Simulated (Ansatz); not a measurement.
Bands of AgB2

```xyz
3
Lattice="3.0000 0.0000 0.0000 -1.5000 2.5981 0.0000 0.0000 0.0000 3.2400" Properties=species:S:1:pos:R:3 pbc="T T T"
Ag    0.0000    0.0000    0.0000
B     0.0000    1.7321    1.6200
B     1.5000    0.8660    1.6200
```

Atoms are numbered in the order listed.

The geometry is COD entry 1509214, unchecked; take it as a test cell.

Method: DFT, PBEsol, all-electron LAPW, scalar-relativistic (Ansatz 0.2.0).

The runs use a Γ-centred 16×16×13 k mesh, Fermi–Dirac smearing of 0.05 eV, basis error target 1 meV/atom, no spin polarisation.

Points in fractions of the reciprocal vectors of this cell: Γ (0, 0, 0), M (0.5, 0, 0), K (0.333, 0.333, 0), A (0, 0, 0.5), L (0.5, 0, 0.5), H (0.333, 0.333, 0.5). The path runs Γ–M–K–Γ–A–L–H–A–L. Energies are in eV from the Fermi level; (×n) counts levels within 4 meV of each other, which need not be degenerate by symmetry.

Question: Metal or insulator at this level of theory?

Answer: No gap opens: metallic or semimetallic.

Question: Tabulate bands 15 to 22, counted from the lowest band of the run, along the path.

Answer: 
```csv
k (1/Å),point,band 15,band 16,band 17,band 18,band 19,band 20,band 21,band 22
0.00,Γ,-6.65,-5.09,-5.09,-3.29,1.08,1.08,5.54,5.54
0.17,,-6.58,-5.39,-5.10,-2.87,0.59,0.71,5.40,6.06
0.35,,-6.39,-5.93,-5.15,-1.98,-0.49,-0.10,5.35,6.51
0.52,,-6.43,-6.08,-5.21,-1.64,-0.97,-0.92,5.36,6.77
0.69,,-6.83,-5.68,-5.28,-2.57,-1.79,0.21,5.44,6.49
0.86,,-6.97,-5.34,-5.22,-3.09,-2.51,1.33,5.55,5.59
1.04,,-7.14,-5.38,-4.77,-3.26,-3.09,2.33,4.75,5.82
1.21,M,-7.21,-5.39,-4.53,-3.38,-3.28,2.86,4.30,6.03
1.31,,-7.23,-5.43,-4.54,-3.46,-3.29,2.93,4.30,6.08
1.41,,-7.28,-5.55,-4.55,-3.65,-3.33,3.15,4.31,6.24
1.51,,-7.20,-5.73,-4.56,-3.90,-3.40,3.47,4.32,6.50
1.61,,-7.08,-5.95,-4.56,-4.11,-3.49,3.85,4.33,6.85
1.71,,-6.94,-6.18,-4.54,-4.25,-3.59,4.22,4.37,7.27
1.81,,-6.78,-6.40,-4.50,-4.34,-3.68,4.42,4.47,7.73
1.91,K,-6.60,-6.60,-4.42,-4.42,-3.71,4.50,4.50,8.22
2.11,,-6.89,-6.22,-4.72,-4.13,-3.58,3.81,4.78,7.27
2.31,,-7.00,-5.85,-5.12,-3.62,-3.26,2.51,5.28,6.50
2.51,,-6.90,-5.54,-5.54,-2.86,-2.70,1.06,6.00,6.05
2.71,,-6.58,-5.94,-5.32,-1.88,-1.75,-0.35,5.68,7.08
2.90,,-6.31,-6.08,-5.18,-1.66,-0.71,-0.55,5.48,6.97
3.10,,-6.56,-5.47,-5.11,-2.75,0.47,0.57,5.41,6.18
3.30,Γ,-6.65,-5.09,-5.09,-3.29,1.08,1.08,5.54,5.54
3.44,,-6.62,-5.13,-5.13,-3.47,1.02,1.02,5.68,5.68
3.58,,-6.55,-5.25,-5.25,-3.89,0.84,0.84,6.08,6.08
3.72,,-6.44,-5.40,-5.40,-4.33,0.57,0.57,6.70,6.70
3.86,,-6.31,-5.57,-5.57,-4.62,0.27,0.27,6.79,7.45
4.00,,-6.18,-5.71,-5.71,-4.77,0.00,0.00,6.69,8.23
4.13,,-6.09,-5.81,-5.81,-4.81,-0.19,-0.19,6.62,8.84
4.27,A,-6.05,-5.84,-5.84,-4.83,-0.26,-0.26,6.60,9.09
4.45,,-5.99,-5.93,-5.90,-4.80,-0.38,-0.20,6.57,8.75
4.62,,-6.18,-6.10,-5.79,-4.75,-0.67,-0.06,6.38,8.00
4.79,,-6.47,-6.45,-5.50,-4.66,-0.98,0.11,5.71,7.17
4.96,,-6.82,-6.46,-5.16,-4.57,-1.19,0.25,4.42,6.41
5.14,,-7.08,-5.96,-4.82,-4.49,-1.28,0.34,2.84,5.79
5.31,,-7.25,-5.15,-4.57,-4.46,-1.30,0.40,1.45,5.39
5.48,L,-7.31,-4.59,-4.59,-4.47,-1.30,0.42,0.85,5.25
5.58,,-7.20,-4.99,-4.59,-4.03,-1.30,0.28,0.85,5.48
5.68,,-6.98,-5.40,-4.59,-3.50,-1.30,-0.05,0.85,6.10
5.78,,-6.76,-5.77,-4.60,-2.93,-1.31,-0.45,0.83,5.89
5.88,,-6.56,-6.10,-4.61,-2.33,-1.31,-0.82,0.78,4.76
5.98,,-6.42,-6.38,-4.62,-1.69,-1.32,-1.11,0.64,3.84
6.08,,-6.61,-6.33,-4.63,-1.33,-1.28,-1.02,0.29,3.24
6.18,H,-6.79,-6.31,-4.63,-1.33,-1.33,-0.32,-0.32,3.05
6.38,,-6.65,-6.37,-4.62,-1.89,-1.34,-1.13,1.15,3.60
6.58,,-6.93,-6.45,-4.59,-3.34,-1.32,-0.70,2.68,4.94
6.78,,-6.91,-6.44,-4.70,-4.35,-1.25,-0.27,4.17,6.88
6.98,,-6.66,-6.31,-5.24,-4.61,-1.06,-0.04,5.46,7.76
7.18,,-6.35,-6.11,-5.69,-4.72,-0.75,-0.05,6.27,8.05
7.38,,-5.97,-5.96,-5.92,-4.80,-0.41,-0.18,6.56,8.69
7.58,A,-6.05,-5.84,-5.84,-4.83,-0.26,-0.26,6.60,9.09
```
